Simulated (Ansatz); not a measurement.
All numbers below come from DFT PBE, scalar-relativistic, plane waves, PAW (Ansatz). All cells share a 420 eV cutoff and Γ-centred k meshes spaced at most about 0.3 Å⁻¹ (2π included). No spin polarisation in the final relaxations.

All energies are static (0 K, no zero-point motion). All come from trial cells, and lower structures may exist.

Problem. Order these relaxed structures of MgCd2S3 by energy, lowest first, with the energy over the lowest of them.
A.

```xyz
6
Lattice="4.1392 0.0000 0.0000 -2.0696 3.5847 0.0000 0.0000 0.0000 10.1207" Properties=species:S:1:pos:R:3 pbc="T T T"
Mg    2.0696    1.1949    3.3526
Cd    0.0000    0.0000    0.0533
Cd    0.0000    2.3898    6.7134
S     0.0000    2.3898    9.2747
S     2.0696    1.1949    5.8172
S     0.0000    0.0000    2.6208
```

B.

```xyz
6
Lattice="3.8261 0.0000 0.0000 -1.9131 3.3135 0.0000 0.0000 0.0000 9.3789" Properties=species:S:1:pos:R:3 pbc="T T T"
Mg    0.0000    0.0000    0.0000
Cd    0.0000    2.2090    6.2955
Cd    1.9131    1.1045    3.0834
S     0.0000    0.0000    4.6894
S     0.0000    2.2090    1.4608
S     1.9131    1.1045    7.9181
```

Solution. A (0 meV/atom), B (95 meV/atom). Forms: A Mg and Cd ordered on zinc blende sites, P3m1; B Mg and Cd ordered on rock salt sites, P-3m1. Counting S atoms around Cd and Mg (those within 1.25 times the shortest such distance or 1.15 times the sum of covalent radii): A has Mg 4, Cd 4; B has Mg 6, Cd 6.

With atoms moved at random, P3m1 came back. Other cells relaxed within their symmetry can be saddle points. Some structure types and database cells were kept out of the candidates from the start, so a known form may be missing.
